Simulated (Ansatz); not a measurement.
ZrRu:
```
CELL_PARAMETERS angstrom
      0.00000     2.64356     2.64356
      2.64356     0.00000     2.64356
      2.64356     2.64356     0.00000
ATOMIC_POSITIONS crystal
  Ru 0.00000 0.00000 0.00000
  Zr 0.50000 0.50000 0.50000
```

Relaxed with PBEsol. Special points in fractions of this cell's reciprocal vectors: Γ (0.000, 0.000, 0.000); X (0.500, 0.000, 0.500); U (0.625, 0.250, 0.625); K (0.375, 0.375, 0.750); L (0.500, 0.500, 0.500); W (0.500, 0.250, 0.750).

List the band energies nearest the Fermi level at these points for DFT-PBEsol in the program Ansatz with PAW potentials.

In eV from the Fermi level; about four levels below and three above (degenerate sets whole), none deeper than 8.9 eV; points with the same levels are listed once.

| k | below | above |
|---|---|---|
| Γ | -3.38 -3.38 -3.06 -3.06 -3.06 | 4.59 4.59 4.59 |
| X | -2.60 -1.67 -0.15 -0.15 | 0.70 3.79 3.79 |
| U | -1.84 -1.66 -1.64 -0.51 | 1.64 2.77 3.17 |
| L | -1.27 -1.27 -0.41 -0.41 | 0.56 0.56 1.65 |
| W | -2.34 -2.14 -0.33 -0.13 | 1.28 2.56 2.56 |

Space group Fm-3m (rock salt). The start of the workflow was typed in or built on a structure type; neither database checked (COD, Materials Project) lists it. COD files the formula under space group No. 221. Whether it is the stable phase at ambient conditions was not checked. The PBEsol relaxation kept the symmetry of its start. At this level the phase is mechanically unstable. No spin polarisation was allowed. Scalar-relativistic: spin–orbit coupling is off unless named, which matters more the heavier the elements.

Potentials: the earlier of the program's two PAW sets. The files were generated under PBE; for other functionals the program regenerates the frozen cores, and for LDA and PBEsol the local potential too.
